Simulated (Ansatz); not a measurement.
Cu Kα1 powder pattern (kinematic, no thermal factors).
```
2θ (°)  relative intensity
 19.73                   3
 36.36                  53
 36.72                   9
 39.45                  54
 40.09                  35
 44.48                 100
 50.73                   2
 51.29                   8
 55.23                  20
 59.48                   9
 64.01                   1
 65.43                  35
 68.83                   9
 77.23                   5
 77.44                   1
 79.16                   7
 79.35                  16
 79.58                  29
 82.57                  16
 86.55                   5
 87.21                   2
 87.64                   2
```

The pattern is computed from a structure relaxed with DFT PBE, scalar-relativistic, plane waves, PAW in Ansatz 0.2.0. No spin polarisation. Its elements are C, Si.

Task: Give the structure.

Result: Si$_{4}$C.
Space group P6_3/mmc (No. 194). a = 2.850 Å, b = 2.850 Å, c = 17.980 Å, α = 90.00°, β = 90.00°, γ = 120.00°
| atom | site | symmetry | x | y | z |
| --- | --- | --- | --- | --- | --- |
| Si | 4f | 3m. | 0.3333 | 0.6667 | 0.8173 |
| Si | 4f | 3m. | 0.3333 | 0.6667 | 0.0583 |
| C | 2c | -6m2 | 0.3333 | 0.6667 | 0.2500 |

A pattern alone doesn't exclude other cells with like lines; this is the one computed.

Another cell of Si4C relaxed alike, in P-6m2, lies 289 meV/atom lower, so this cell isn't the stable form at this level.

It was reached by relaxing an invented guess, and it needn't be the stable form of this composition.
